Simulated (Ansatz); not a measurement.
**Y (P6_3/mmc), stationary points along a deformation path**

Computed with DFT PBEsol, scalar-relativistic, plane waves, PAW (Ansatz 0.2.0). The runs took a 420 eV cutoff, a Γ-centred 24×24×12 mesh and Gaussian smearing (0.15 eV). No spin polarisation. Energies are free energies at this smearing, counted from the undisturbed cell; pressure is positive in compression.

The undisturbed cell (relaxed at this level):

```yaml
crystal:
  lattice:
    - [3.59752, 0.00000, 0.00000]
    - [-1.79876, 3.11554, 0.00000]
    - [0.00000, 0.00000, 5.58576]
  atoms:
    - { symbol: Y, position: [0.33333, 0.66667, 0.25000] }
    - { symbol: Y, position: [0.66667, 0.33333, 0.75000] }
```

At fixed volume and fractional coordinates, lengths along (0.000, 0.000, 1.000) are scaled against those across it; ρ is that ratio over its starting value. V = 31.303 Å³/atom. Δσ is the stress along the axis less the mean stress across it (compression positive).

```
    ρ  ΔE (meV/atom)  Δσ (GPa) space group
0.800          185.1     11.48     P6_3/mmc
0.850          102.7      9.24     P6_3/mmc
0.920           27.9      5.08     P6_3/mmc
0.960            6.8      2.51     P6_3/mmc
1.000            0.0      0.07     P6_3/mmc
1.050            8.2     -2.58     P6_3/mmc
1.100           30.8     -4.86     P6_3/mmc
1.200          108.8     -8.93     P6_3/mmc
1.300          225.4    -13.61     P6_3/mmc
```

Q: How does the stress give the slope of the energy, and where is the energy stationary?

A: Along the path d ln(length) is 2/3 d ln ρ on the axis and −1/3 d ln ρ across it, so dE/d ln ρ = −(2/3) V Δσ: the energy falls with ρ where Δσ is positive. Δσ vanishes or changes sign between ρ = 1.000 and 1.050, a minimum (near 1.00 by linear interpolation). Pairs of stationary points between two samples would go unseen, and could change a minimum read from distant neighbours into a maximum.

Q: Integrate that slope from ρ = 1 to 1.200 by the trapezoid rule.

A: With V/N in Å³ and 1 eV/Å³ = 160.2 GPa the slopes at ρ = 1.000, 1.050, 1.100, 1.200 are -9, 337, 633, 1163 meV/atom per unit of ln ρ. The steps add 8.0 + 22.5 + 78.1 = 108.7 meV/atom, against 108.8 from the energies; the trapezoid rule misses the curvature of the slope within each step.

In a metal these slopes depend on the k mesh and the smearing.

Cost: 9 runs of about 2 core-minutes in all, on Arm Neoverse V2 (shared hosts).